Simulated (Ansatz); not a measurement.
Nb2GeB2 in space group P-6m2 (No. 187; Nb on 2h, Ge on 1a, B on 1b, B on 1f), r²SCAN in the plane-wave PAW code Ansatz, all energies at zero smearing, with the estimated change up to a 700 eV cutoff added, with one set of potentials and settings (totals compare only within such a set). Cell of 5 atoms (2 Nb, 1 Ge, 2 B): -13746.662 eV.

```
element             reference phase  E (eV/atom)
-------  --------------------------  -----------
Nb       Im-3m, 1 atoms in the cell   -4563.6587
Ge       Fd-3m, 2 atoms in the cell   -4302.9121
B        R-3m, 12 atoms in the cell    -156.5545
```

Formation energy per atom, worked out: (-13746.662 − 2×(-4563.6587) − 1×(-4302.9121) − 2×(-156.5545))/5 = -0.665 eV/atom (-64 kJ per mol of atoms), at 0 K, without zero-point energy or fitted corrections.

The start of the workflow was typed in or built on a structure type; neither database checked (COD, Materials Project) lists it. Whether it is the stable phase at ambient conditions was not checked. The cell was relaxed with r²SCAN under the symmetry of its start; whether a distortion lowers the energy is not shown. The run is not spin-polarised. The references are the lowest solids computed at this level, not always the standard phases.

Potentials: the earlier of the program's two PAW sets. The files were generated under PBE; for other functionals the program regenerates the frozen cores, and for LDA and PBEsol the local potential too.
